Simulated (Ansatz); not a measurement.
**Formation energy of zincblende-structured OsSe**

Computed with Ansatz (plane waves, PAW, 420 eV cutoff): PBEsol, scalar-relativistic, collinear spin, Γ-centred 10×10×10 mesh, 0.05 eV Gaussian smearing; PAW files: Ansatz's generated set soft_2.

This is a trial structure made by placing the elements on a prototype's sites, so it needn't be the stable form.

The structure is cubic, space group F-43m (No. 216). The conventional cell has a = 5.444 Å, b = 5.444 Å, c = 5.444 Å, α = 90.00°, β = 90.00°, γ = 90.00°. Around Os (site symmetry -43m) lie 4 Se at 2.36 Å. Se (site symmetry -43m) has 4 Os at 2.36 Å as nearest neighbours. (Neighbours are counted to 15 % beyond the shortest distance.)

The elements were computed in their standard states with the same datasets, cutoff and functional. Absolute energies hang on the potentials; compare differences alone.

Energy of the relaxed cell (2 atoms, smearing extrapolated to zero): -16673.819 eV. Elements, in eV/atom: Os -11251.058, Se -5424.207.

Question: What is the formation energy?

Answer: [-16673.819 − (1 × -11251.058 + 1 × -5424.207)] / 2 = 0.72 eV/atom, or 70 kJ per mole of atoms.

The value is for 0 K, without zero-point energy. Uncorrected semilocal values for oxides, chalcogenides and halides often miss by tenths of an eV an atom. A positive value means that this structure is unstable even against the elements at this level.

Scalar-relativistic only: spin–orbit splittings of the heavy atoms' levels are missing. The starting moments died out; a magnetic state reached from other starts isn't excluded.
